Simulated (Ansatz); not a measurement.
Given:

GaP:
```cif
data_GaP
_chemical_formula_sum 'Ga1 P1'
_space_group_name_H-M_alt 'P 1'
_space_group_IT_number 1
_cell_length_a 3.16224
_cell_length_b 3.16224
_cell_length_c 3.16224
_cell_angle_alpha 90.000
_cell_angle_beta 90.000
_cell_angle_gamma 90.000
loop_
_space_group_symop_operation_xyz
  'x, y, z'
loop_
_atom_site_label
_atom_site_type_symbol
_atom_site_fract_x
_atom_site_fract_y
_atom_site_fract_z
_atom_site_occupancy
Ga1 Ga 0.00000 0.00000 0.00000 1
P1 P 0.50000 0.50000 0.50000 1
```

This is the PBEsol-relaxed structure.

### Question
All from PBEsol (plane waves, PAW; program Ansatz), unless another level is named. Estimate the electronic character.

### Answer
metallic (no gap).

### Question
Predict the formation energy from the elements (no fitted shifts).

### Answer
0.26 eV/atom.

### Question
What about the density of states at the Fermi level?

### Answer
0.49 states/eV per atom (mean over ±0.08 eV).

### Question
Give the gap with spin–orbit coupling.

### Answer
none (metallic).

Space group Pm-3m (CsCl type). A made-up cell: these elements were put on the sites of a structure type; neither database checked (COD, Materials Project) lists it. It is not the phase usual at ambient conditions (space group No. 216). The cell was relaxed with PBEsol under the symmetry of its start. At this level the phase is mechanically unstable. The references are the lowest solids computed at this level, not always the standard phases. Spin–orbit coupling is left out wherever it is not named.

Potentials: the earlier of the program's two PAW sets. The files were generated under PBE; for other functionals the program regenerates the frozen cores, and for LDA and PBEsol the local potential too.
